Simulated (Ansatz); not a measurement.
Cr:
```yaml
crystal:
  lattice:
    - [-1.40709, 1.40709, 1.40709]
    - [1.40709, -1.40709, 1.40709]
    - [1.40709, 1.40709, -1.40709]
  atoms:
    - { symbol: Cr, position: [0.00000, 0.00000, 0.00000] }
```

Relaxed with PBEsol. Special points in fractions of this cell's reciprocal vectors: Γ (0.000, 0.000, 0.000); H (0.500, -0.500, 0.500); N (0.000, 0.000, 0.500); P (0.250, 0.250, 0.250).

Task: List the band energies nearest the Fermi level at these points for the program Ansatz at the PBEsol level (PAW).

Result: In eV from the Fermi level; about four levels below and three above (degenerate sets whole), none deeper than 8.9 eV; … stands for higher levels left out; points with the same levels are listed once.

```tsv
k	below	above
Γ	-8.06 -0.98 -0.98 -0.98	…
H	-4.62 -4.62	2.60 2.60 2.60
N	-4.68 -2.62	1.15 1.18 1.53
P	-2.46 -2.46 -2.46	1.59 1.59 …
```

Space group Im-3m (bcc (W type)). The PBEsol relaxation kept the symmetry of its start. The workflow began spin-polarised and lost its moments. Textbook magnetic order: a spin-density-wave antiferromagnet.

Potentials: the later of the program's two PAW sets.
